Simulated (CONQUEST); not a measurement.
Worked example: self-consistent single point of C (P6_3/mmc, 8 atoms in the cell; from Materials Project mp-48, changed as shown) in CONQUEST.

Method: CONQUEST 1.3 with LDA (PW92), numerical atomic orbitals double-zeta with polarisation (the shipped basis), PseudoDojo norm-conserving potentials made for LDA.

The change in words: lattice scaled by 0.98. Reference geometry (P6_3/mmc):
```
C
1.0
    2.46729     0.00000     0.00000
    0.00000     4.27347     0.00000
    0.00000     0.00000     7.80307
C
8
Direct
  0.00000   0.00000   0.25000
  0.00000   0.00000   0.75000
  0.00000   0.33333   0.25000
  0.50000   0.16667   0.75000
  0.50000   0.50000   0.25000
  0.50000   0.50000   0.75000
  0.50000   0.83333   0.25000
  0.00000   0.66667   0.75000
```

Reference input (self-consistent single point, DFT, LDA (PW92), numerical atomic orbitals double-zeta with polarisation (the shipped basis), PseudoDojo norm-conserving potentials made for LDA): basis = DZP; Diag.MPMeshX, Y, Z = 10 6 4; potentials = PseudoDojo norm-conserving LDA; Grid.GridCutoff = 140 Ha; DM.SolutionMethod = diagon; Diag.kT = 0.004998 Ha; Diag.GammaCentred = true; minE.SCTolerance = 1.0e-06; SC.MaxIters = 100; SC.LinearMixingFactor = 0.5; SC.KerkerPreCondition = true; SC.KerkerFactor = 0.3 1/bohr. This run's input differs from it in these lines:

```diff
@@ -30,5 +30,5 @@
 # file: coords.dat
-     4.662502370      0.000000000      0.000000000
-     0.000000000      8.075691681      0.000000000
-     0.000000000      0.000000000     14.745665231
+     4.569251945      0.000000000      0.000000000
+     0.000000000      7.914178679      0.000000000
+     0.000000000      0.000000000     14.450752683
 8
```

The program printed (abridged):

```
    new_SC_potl: Starting.  Tolerance:  0.10000E-05

    PulayMixSC: Starting Pulay mixing, A_up =  0.500 A_dn =  0.500
    PulayMixSC: Spin non-polarised calculation.
    PulayMixSC: with Kerker preconditioning, q0 =  0.300
          Harris-Foulkes Energy            :     -1315.781731031574964 eV
          GroundState Energy (E-(1/2)TS)   :     -1315.784664078330479 eV
          Free Energy (E-TS)               :     -1315.787597125085995 eV
          DFT Total Energy                 :     -1309.245670644832217 eV
          Total number of electrons        :        32.000000000001357
   [... lines left out ...]
          Total number of electrons        :        32.000018678406043
    PulayMixSC: Pulay iteration    13 residual:              0.11023E-05
          Harris-Foulkes Energy            :     -1311.217239736207148 eV
          GroundState Energy (E-(1/2)TS)   :     -1311.220030094242702 eV
          Free Energy (E-TS)               :     -1311.222820452278256 eV
          DFT Total Energy                 :     -1311.217239739664365 eV
          Total number of electrons        :        32.000018722641279
    PulayMixSC: Pulay iteration    14 residual:              0.21301E-06
    PulayMixSC: Reached SCF tolerance of  0.21301E-06 after     14 iterations
      | Number of electrons      =        32.000019
      |* band energy as 2Tr[K.H] =      -497.118136071254810 eV
      |  screened ion-ion energy =      -788.147167320009885 eV
      |  Ha correction           =       -72.966960032835701 eV
      |  XC correction           =        47.015161434855678 eV
      | GS Energy as E-(1/2)TS   =     -1311.220030094242702 eV
      | Free Energy as E-TS      =     -1311.222820452278256 eV
      |* Harris-Foulkes energy   =     -1311.217239736207148 eV
      |* DFT total energy        =     -1311.217239739664365 eV
      |  estimated accuracy      =         0.000000003457072 eV

    force: Forces on atoms (eV/a0)
    force:  Atom   X              Y              Z
   [... lines left out ...]
    force:     8  -0.0009813018  -0.0414948220  -0.0000000000

    force: Maximum force :        0.04227480(eV/a0) on atom         2 in y direction
    force: Force Residual:        0.04189238 eV/a0
    force: Total stress:        -23.79988580   -24.94575855     2.48075750 GPa
    force: Average pressure:     15.42162895 GPa

    force: Finished force
    get_E_and_F: Change in energy during last step of electronic optimisation: -0.19568E-06
```

The run converged in 14 iterations. CONQUEST prints the stress tensor with tension positive. Against the reference run the free energy goes up by 25.5 meV/atom and the pressure goes from -1.16 to 15.42 GPa.

The program uses no crystal symmetry, so grid and mesh can part values that symmetry would make equal. The atom-centred basis is finite, which shifts total energies and pressures against plane waves. The structure comes from a collection of computed structures, made at another level of theory; the collection holds predicted forms beside known ones.

Cost on one core: around 2.6 core-minutes (rough).
